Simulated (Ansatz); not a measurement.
# WSi2 (MoSi2 type, space group I4/mmm): scan of one atom of the cell

Relaxed WSi₂ (MoSi2 type, space group I4/mmm):

```
WSi2
1.0
   -1.60576     1.60576     3.90206
    1.60576    -1.60576     3.90206
    1.60576     1.60576    -3.90206
W Si
1 2
Direct
  0.00000   0.00000   0.00000
  0.33486   0.33486   0.00000
  0.66514   0.66514   0.00000
```

In each cell atom 1 (W, nearest neighbour Si at 2.611 Å; its periodic images, 3.2 Å or more away, move with it) moves by s·(0.000, 0.000, 1.000) (along Cartesian z), the rest being held.

All values below come from r2SCAN (plane waves to 500 eV, PAW, scalar-relativistic; Ansatz, a program for electronic structure). k mesh 16×16×16 (Γ-centred), Fermi-Dirac smearing 0.05 eV. E stands for the smeared free energy. Stress and pressure are positive under compression. Left out: 4 of 11 points, with atoms too close for the PAW data. With partly filled bands, energies and forces of such displacements shift with the k mesh and the smearing. F∥ is the force on the atom along that direction. Spin-orbit coupling is left out, though W is heavy. WSi2 is run without spin polarisation. WSi2 was relaxed with its symmetry unable to fall. The zero of ΔE is the undisplaced structure.

| s (Å) | ΔE (eV/cell) | F∥ (eV/Å) | P (GPa) |
|---|---|---|---|
| -0.468 | 1.904 | 9.211 | 24.2 |
| -0.312 | 0.788 | 5.332 | 10.6 |
| -0.156 | 0.189 | 2.457 | 2.6 |
| 0.000 | 0.000 | 0.000 | 0.0 |
| 0.156 | 0.189 | -2.457 | 2.6 |
| 0.312 | 0.788 | -5.332 | 10.6 |
| 0.468 | 1.904 | -9.211 | 24.2 |

Derived quantities:

| Quantity | Result |
|---|---|
| Energy at s = 0.468 Å | 1904 meV/cell |
| Force along the line at s = -0.468 Å | 9.21 eV/Å |
| Symmetry of the curve | even: the same for both signs |
| Shape of the curve | a single well with its minimum at or next to zero displacement |
| Force constant k = d²E/ds² at s = 0 (finite differences) | 15.3 eV/Å² |
| Harmonic estimate at the end of the scan | ½ks² = 1676 meV/cell against the computed 1904 meV/cell, so the well is stiffer than harmonic there |

The 11 points together took very roughly 5 core-minutes.

(A displaced cell: forces are minus the slopes of the energy, force constants its curvatures, and phonons follow from these.)
